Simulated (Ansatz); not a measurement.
**MnBiS₂Cl: does the functional change the magnetic order?**

```
Mn Bi S Cl
1.0
     9.50200    0.00000    0.00000
     0.00000    3.88020    0.00000
     0.00000    0.00000   12.30500
Mn Bi S Cl
4 4 8 4
Direct
  0.00690 0.75000 0.73700
  0.49310 0.25000 0.23700
  0.50690 0.75000 0.76300
  0.99310 0.25000 0.26300
  0.69760 0.25000 0.53270
  0.80240 0.75000 0.03270
  0.19760 0.25000 0.96730
  0.30240 0.75000 0.46730
  0.45030 0.25000 0.61780
  0.04970 0.75000 0.11780
  0.95030 0.25000 0.88220
  0.54970 0.75000 0.38220
  0.75160 0.75000 0.67750
  0.74840 0.25000 0.17750
  0.25160 0.75000 0.82250
  0.24840 0.25000 0.32250
  0.06700 0.25000 0.61090
  0.43300 0.75000 0.11090
  0.56700 0.25000 0.88910
  0.93300 0.75000 0.38910
```

The same starts (parallel, antiparallel patterns that fit this cell, and no moments) were run with plane-wave PAW DFT (Ansatz 0.2.0; atoms fixed, collinear spin, no spin-orbit coupling; 3×7×2 Γ-centred mesh, fermi-dirac occupations of width 0.050 eV) at these levels: r2SCAN, 500 eV; r2SCAN with U_eff = 2.7 eV on Mn d (all-electron-ortho-atomic projectors), 500 eV.

Task: How do order, exchange and moments depend on the level?

Result: The runs give, at zero smearing:

```csv
level,lowest state,mean moment on Mn (μB),parallel less best compensated antiparallel (meV per Mn),gain over no moments (meV per Mn)
r2SCAN,"antiparallel, compensated",4.38,+22,3572
r2SCAN + U,"antiparallel, compensated",4.47,+9,4710
```

Site moments are taken in small spheres that don't touch (radius about 0.4 of the atom's shortest bond), so those of the magnetic atoms read low. Both levels favour antiparallel moments: the difference runs from +9 to +22 meV per Mn. The U weakens the coupling, as expected where exchange goes by hopping and scales with the inverse of the on-site repulsion.

The cell is that of a Crystallography Open Database entry, unchanged.

Caveats: only orders that fit this cell were tried, so the true order may need a larger cell or canted moments; atoms and cell are held at the entry's values; differences under about 5 meV per magnetic atom weren't tested against a denser mesh or another U, and are taken as unresolved; the U is a value in common use, not computed for this crystal; the state without moments isn't the paramagnet, so the last column is no ordering energy, and a U inflates it; the nearest magnetic pairs stand parallel in every state found, so their coupling isn't measured.
